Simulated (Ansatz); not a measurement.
PtC:
```xyz
2
Lattice="3.0044 0.0000 0.0000 -1.5022 2.6019 0.0000 0.0000 0.0000 2.8643" Properties=species:S:1:pos:R:3 pbc="T T T"
Pt     0.0000     0.0000     0.0000
C      0.0000     1.7346     1.4321
```

Relaxed with r²SCAN. Special points in fractions of this cell's reciprocal vectors: Γ (0.000, 0.000, 0.000); M (0.500, 0.000, 0.000); K (0.333, 0.333, 0.000); A (0.000, 0.000, 0.500); L (0.500, 0.000, 0.500); H (0.333, 0.333, 0.500).

List the band energies nearest the Fermi level at these points for DFT-r²SCAN with spin–orbit coupling in the program Ansatz with PAW potentials.

In eV from the Fermi level; about four levels below and three above (degenerate sets whole), none deeper than 8.9 eV; points with the same levels are listed once.

```
k                    below                above
-  -----------------------  -------------------
Γ  -2.28 -2.28 -1.06 -1.06  2.46 2.46 2.66 2.66
M  -1.14 -1.14 -0.52 -0.52  3.55 3.55 7.83 7.83
K  -2.29 -2.15 -2.00 -1.09      4.30 4.61 11.35
A  -3.99 -3.99 -1.28 -1.28  2.00 2.00 2.13 2.13
L  -2.02 -2.02 -1.31 -1.31  1.67 1.67 4.27 4.27
H  -3.60 -3.44 -2.05 -1.84       0.33 0.67 1.20
```

Space group P-6m2. The start of the workflow was typed in or built on a structure type; neither database checked (COD, Materials Project) lists it. Its standing as an ambient phase is unchecked. The r²SCAN relaxation kept the symmetry of its start; its stability against distortions is not shown here. No spin polarisation was allowed. Its formation energy is positive at this level, so the cell may be metastable or incomplete.

Potentials: the earlier of the program's two PAW sets.
